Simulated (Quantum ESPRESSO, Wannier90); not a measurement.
## BaTiO$_{3}$ (P4mm): Wannier90 run

```yaml
crystal:
  lattice:
    - [3.99038, 0.00000, 0.00000]
    - [0.00000, 3.99038, 0.00000]
    - [0.00000, 0.00000, 4.10266]
  atoms:
    - { symbol: Ba, position: [0.50000, 0.50000, 0.58254] }
    - { symbol: Ti, position: [0.00000, 0.00000, 0.10004] }
    - { symbol: O, position: [0.00000, 0.50000, 0.06422] }
    - { symbol: O, position: [0.50000, 0.00000, 0.06422] }
    - { symbol: O, position: [0.00000, 0.00000, 0.54897] }
```

Cell from Materials Project (mp-5986), symmetrised, no further relaxation. COD (Crystallography Open Database) has the formula in 5 space groups, this one among them (matched by group alone). Level: PBEsol, no spin polarisation, no spin-orbit coupling; pw.x of Quantum ESPRESSO at 68 Ry with PseudoDojo potentials, 8×8×8 k-points, Wannier90. Density: 8×8×8 mesh, cold smearing 0.01 Ry. Spin-orbit coupling is left out although heavy elements are present.

Valence charges of the files: Ba 10, Ti 12, O 6. 38 bands were computed.

Isolated groups of bands, relative to the valence-band maximum (bands from 21 on overlap up to the last one computed):

```
bands  from (eV)  to (eV)  filling           weight on atomic waves
-----  ---------  -------  -------  -------------------------------
1         -56.29   -56.29   filled                       Ti 3s 96 %
2–4       -32.75   -32.63   filled                       Ti 3p 98 %
5         -24.82   -24.57   filled                       Ba 5s 94 %
6–8       -17.03   -15.80   filled  O 2s 85 %, Ti 3d 5 %, Ti 4s 4 %
9–11      -10.73    -9.55   filled             Ba 5p 91 %, O 2p 5 %
12–20      -4.54     0.00   filled            O 2p 82 %, Ti 3d 11 %
```

Wanted is a model with the orbitals Ti d, O p, without the filled groups that are mainly made of other shells (semicore states, and anion s where it isn't named); all higher bands stay in for disentanglement.

### Question
Give num_wann, exclude_bands and num_bands, and the number of electrons that the model holds.

### Answer
Electrons: 1×10 + 1×12 + 3×6 = 40, which fill 20 bands.
num_wann = 1×5 + 3×3 = 14.
exclude_bands = 1-11, 11 bands, so num_bands = 38 − 11 = 27.
The model holds 40 − 2×11 = 18 electrons. With the window frozen to 3.31 eV it follows pw.x to 0.2 meV rms (states up to 2.8 eV relative to the valence-band maximum).
